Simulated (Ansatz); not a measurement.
CsLiZnS$_{2}$: computed property card

CsLiZnS2:
```
CELL_PARAMETERS angstrom
     -2.02198     2.02198     7.07490
      2.02198    -2.02198     7.07490
      2.02198     2.02198    -7.07490
ATOMIC_POSITIONS crystal
  Cs 0.00000 0.00000 0.00000
  Li 0.25000 0.75000 0.50000
  Zn 0.75000 0.25000 0.50000
  S  0.65858 0.65858 0.00000
  S  0.34142 0.34142 0.00000
```

Space group I-4m2 (No. 119); conventional cell a = 4.044 Å, b = 4.044 Å, c = 14.150 Å, α = 90.00°, β = 90.00°, γ = 90.00°.

Method: r²SCAN in the plane-wave PAW code Ansatz. Geometry: relaxed at this level of theory. Other levels are named where they apply.

Cell and energy:

- Volume per atom: 23.14 Å³
- Density: 3.87 g/cm³
- Formation energy from the elements (no fitted shifts): -1.34 eV/atom

Electronic structure:

Band gap: 3.19 eV (direct)
Valence-band maximum: at Γ
Conduction-band minimum: at Γ
Electron effective mass: 0.25, 0.25, 0.39 mₑ (principal values)
Hole effective mass, band 1 of 2 at the edge: 3.6 along x, 2.7 along z (mₑ)
Hole effective mass, band 2 of 2 at the edge: 0.31 along x, 2.7 along z (mₑ)

Mechanics:

* **Bulk modulus (Birch–Murnaghan fit)**: 33.2 GPa
* **Pressure derivative B′**: 4.8

Charges:

- Bader charges = Cs +0.81, Li +0.87, Zn +0.87, S -1.28 e

The workflow started from a Materials Project entry (that database holds measured and hypothetical structures alike); the Crystallography Open Database copy checked does not list it. With Li and Zn taken as one species the cell has the higher symmetry I4/mmm, so it may be an ordered model of a mixed-site phase. Its standing as an ambient phase is unchecked. Symmetry was held in the r²SCAN relaxation; its stability against distortions is not shown here. The references are the lowest solids computed at this level, not always the standard phases. Spin–orbit coupling is left out wherever it is not named.

Potentials: the later of the program's two PAW sets.
